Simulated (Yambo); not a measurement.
SrNiF$_{6}$ (space group R-3m, No. 166): one transition space (4×4×4 mesh, 21 valence and 3 conduction bands, Tamm-Dancoff) with different kernels in Yambo, on LDA orbitals; field along x. BSE alone uses the static screening with 70 bands and a 3 Ry block; its scissor and those of RPA and TDDFT come from G0W0, that of the TDHF-type run from bare exchange. Axes are Cartesian, with cell vectors (Å) (3.55, 2.05, 2.20), (-3.55, 2.05, 2.20), (0.00, -4.10, 2.20).

```json
[
 {"kernel": "BSE (screened electron-hole attraction)", "scissor (eV)": "2.75", "direct gap with it (eV)": "3.95", "lowest state (eV)": "…"},
 {"kernel": "TDDFT, adiabatic LDA kernel", "scissor (eV)": "2.75", "direct gap with it (eV)": "3.95", "lowest state (eV)": "3.94 (weak)"}
]
```

Fill in the missing entries.


- BSE (screened electron-hole attraction), lowest state (eV): 0.78 (dark)

TDDFT, adiabatic LDA kernel leaves the lowest state at the direct gap: no bound exciton. These are vertical excitations (zero momentum). Spin singlets only. Strong means a line over 3 % of the spectrum's maximum, dark under 0.03 %. Absolute energies carry the error of the G0W0 scissor, whose convergence isn't established; the long-wavelength screening was taken along (1,1,1) although the crystal is anisotropic. On a 2×2×2 mesh the BSE binding is 3.02 eV.

Geometry of the Materials Project entry, not relaxed at this level; primitive cell a = b = c = 4.6561 Å, α = β = γ = 99.44°.

The runs are not spin-polarised; magnetic order was not tried.
